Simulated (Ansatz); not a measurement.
Zr:
Space group P6₃/mmc (No. 194); a = 3.1433 Å, b = 3.1433 Å, c = 5.0923 Å, α = 90.00°, β = 90.00°, γ = 120.00°

| atom | site | symmetry | x | y | z |
|---|---|---|---|---|---|
| Zr | 2d | -6m2 | 0.6667 | 0.3333 | 0.2500 |

Relaxed at zero pressure with DFT-LDA in the program Ansatz with PAW potentials.

Question: The volume is lowered by 3 % and shape and atoms relax at that volume. What pressure results, and how do the axes share the change?

Answer: 3.2 GPa; a -1.2 %, b -1.2 %, c -0.6 %; the energy rises by 6 meV/atom.

Question: Give the new structure.

Answer: 
Space group P6₃/mmc (No. 194); a = b = 3.1051 Å, c = 5.0617 Å, α = β = 90.00°, γ = 120.00°

```
atom  site  symmetry       x       y       z
----  ----  --------  ------  ------  ------
Zr      2d      -6m2  0.6667  0.3333  0.2500
```

The phase is kept; no other phase was compared at this pressure.

Space group P6_3/mmc (hcp (Mg type)). The cell was relaxed with LDA under the symmetry of its start. The run is not spin-polarised. Axis ratios of metals converge slowly with the k-mesh, so a and c are less sure than the volume.

Potentials: the earlier of the program's two PAW sets.
